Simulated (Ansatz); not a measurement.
AlAs:
```xyz
2
Lattice="0.0000 2.8373 2.8373 2.8373 0.0000 2.8373 2.8373 2.8373 0.0000" Properties=species:S:1:pos:R:3 pbc="T T T"
As     4.2559     4.2559     4.2559
Al     0.0000     0.0000     0.0000
```

x, y and z are the axes in which the lattice vectors are written.

Question: Give the high-frequency dielectric tensor and the Born effective charge tensors of the independent atoms from DFPT, PBEsol in the plane-wave PAW code Ansatz.

Answer: 
ε∞:
```
9.52  0.00  0.00
0.00  9.52  0.00
0.00  0.00  9.52
```
Z* of atom 1 (As), rows: field, columns: displacement, in e:
```
-2.16   0.00   0.00
 0.00  -2.16   0.00
 0.00   0.00  -2.16
```
Z* of atom 2 (Al), rows: field, columns: displacement, in e:
```
2.16  0.00  0.00
0.00  2.16  0.00
0.00  0.00  2.16
```

Static charges for comparison (Bader): As1 -1.96, Al2 +1.96 e. Born charges measure polarisation by displacement and can exceed these by far.

Space group F-43m (zinc blende). The cell was relaxed with PBEsol under the symmetry of its start. Scalar-relativistic: spin–orbit coupling is off unless named, which matters more the heavier the elements.

Potentials: the later of the program's two PAW sets.
